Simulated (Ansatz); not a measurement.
The relaxed structure here is a generated cell of ZnO: the first start was made by placing the elements on the sites of a structure type, and the end was not matched to a known phase here, so it may be hypothetical. Known forms of ZnO include space group No. 186.

The end point of a relaxation of ZnO. Space group Pm-3m (No. 221), CsCl type. All values below come from r2SCAN (plane waves to 500 eV, PAW, scalar-relativistic; Ansatz, a quantum-chemistry and plane-wave program).

```cif
data_OZn
_chemical_formula_sum 'Zn1 O1'
_space_group_name_H-M_alt 'Pm-3m'
_space_group_IT_number 221
_space_group_name_Hall '-P 4 2 3'
_cell_length_a 2.64522
_cell_length_b 2.64522
_cell_length_c 2.64522
_cell_angle_alpha 90.000
_cell_angle_beta 90.000
_cell_angle_gamma 90.000
loop_
_atom_site_label
_atom_site_type_symbol
_atom_site_symmetry_multiplicity
_atom_site_Wyckoff_symbol
_atom_site_fract_x
_atom_site_fract_y
_atom_site_fract_z
_atom_site_occupancy
Zn1 Zn 1 a 0.00000 0.00000 0.00000 1
O1 O 1 b 0.50000 0.50000 0.50000 1
```

Question: Estimate the band gap that r2SCAN returns for this input.

Answer: No gap on the sampled points, where the bands overlap only slightly; such a result is sensitive to mesh and level.

No spin polarisation in the result.

The run could not lose the symmetry of its start, so the end can be a saddle point.

All atoms sit on sites fixed by symmetry, so only the cell could relax.
